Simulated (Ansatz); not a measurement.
Li:
Space group Im-3m (No. 229); a = b = c = 3.4760 Å, α = β = γ = 90.00°

```
atom  site  symmetry       x       y       z
----  ----  --------  ------  ------  ------
Li      2a      m-3m  0.0000  0.0000  0.0000
```
(The calculation used a cell of 1 atom; values per cell refer to that cell.)

Relaxed with r²SCAN.

**Question.** Tabulate the valence density and the electron localisation function along the shortest Li–Li contact (3.01 Å), the program Ansatz at the r²SCAN level (PAW).

**Answer.** 

| distance from Li (Å) | density (e/Å³) | ELF |
|---|---|---|
| 0.30 | 4.65 | 0.97 |
| 0.45 | 1.59 | 0.66 |
| 0.60 | 0.28 | 0.10 |
| 0.75 | 0.07 | 0.02 |
| 0.90 | 0.05 | 0.03 |
| 1.05 | 0.05 | 0.12 |
| 1.20 | 0.05 | 0.33 |
| 1.35 | 0.05 | 0.48 |
| 1.51 | 0.05 | 0.53 |
| 1.66 | 0.05 | 0.48 |
| 1.81 | 0.05 | 0.33 |
| 1.96 | 0.05 | 0.12 |
| 2.11 | 0.05 | 0.03 |
| 2.26 | 0.07 | 0.02 |
| 2.41 | 0.28 | 0.10 |
| 2.56 | 1.59 | 0.66 |
| 2.71 | 4.65 | 0.97 |

The density is the valence pseudo-density with augmentation charge, so density and ELF within about 1 Å of a nucleus are not all-electron values.

The cell was relaxed with r²SCAN under the symmetry of its start.

Potentials: the earlier of the program's two PAW sets.
